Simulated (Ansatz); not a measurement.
TiS$_{2}$ (CdI2 type)

```
TiS2
1.0
    3.36050     0.00000     0.00000
   -1.68025     2.91028     0.00000
    0.00000     0.00000     5.52286
Ti S
1 2
Direct
  0.00000   0.00000   0.00000
  0.33333   0.66667   0.25856
  0.66667   0.33333   0.74144
```

The slice is a (1 -1 0 0) plane (indices of the conventional cell) through the point (0.667, 0.333, 0.741) (fractional), spanned by u = [110] and v = [001] in vectors of this cell: u (3.36 Å) and v (5.52 Å, at 90° to u). It covers one period; positions are fractions (u, v).

Calculation: PBE-D3(BJ) (plane waves to 420 eV, PAW, scalar-relativistic; Ansatz, a quantum-chemistry and plane-wave program). k mesh 16×16×9. Inside the PAW spheres the values are not all-electron values, and peaks at nuclei hang on which shells count as valence. At this level the bands of TiS2 touch or barely overlap. The PAW data are Ansatz's earlier set. TiS2 is run without spin polarisation. TiS2 was relaxed with its symmetry unable to fall.

Three fields on this plane, each scaled to ten steps between its own extremes (0 low, 9 high; the total valence density on a logarithmic scale, the potential cut 8 eV below its top; x marks points blanked near nuclei; v = 0 in the bottom row):

Map A
```
|xxxxx478874xxxx|
|xxxx05899850xxx|
|xxxx47999974xxx|
|xx047899998740x|
|556789999998765|
|888999999999988|
|999999988999999|
|999998777789999|
|999986544568999|
|999875211257899|
|9987630xx036789|
|9987530xx035789|
|888753000035788|
|887652000025678|
|877541000014577|
|776520000002567|
|7664100xx001466|
|6654100xx001456|
|333310000001333|
|xx012000000210x|
|xxxx12111121xxx|
|xxxx03444430xxx|
|xxxxx356653xxxx|
|xxxxx367763xxxx|
```

Map B
```
|xxxxx753357xxxx|
|xxxx96422469xxx|
|xxxx75311357xxx|
|xx875310013578x|
|776532100123567|
|443221111112234|
|111122333322111|
|001134555543110|
|001245677654210|
|002357888875320|
|1124679xx976421|
|1235689xx986532|
|123568999986532|
|223467899876432|
|223457899875432|
|333456888865433|
|4444567xx765444|
|6665567xx765566|
|887766677666778|
|xx987666666789x|
|xxxx97655679xxx|
|xxxx98655689xxx|
|xxxxx864468xxxx|
|xxxxx854458xxxx|
```

Map C
```
|xxxxx841148xxxx|
|xxxx97300379xxx|
|xxxx85100158xxx|
|xx996200002699x|
|998520000002589|
|543100000000134|
|000001244210000|
|000014677641000|
|000146888864100|
|000257999975200|
|0013689xx986310|
|0013689xx986310|
|001368999986310|
|001356777765310|
|001233444433210|
|111111122111111|
|2211000xx000112|
|5542100xx001245|
|777520000002577|
|xx875200002578x|
|xxxx85100158xxx|
|xxxx97311379xxx|
|xxxxx851158xxxx|
|xxxxx851158xxxx|
```

Task: Assign the maps to these fields: electron localisation function (ELF); valence electron density; electrostatic potential energy of an electron, from the cell's mean.

Result: A is the electrostatic potential energy of an electron, from the cell's mean; B is the valence electron density; C is the electron localisation function (ELF).
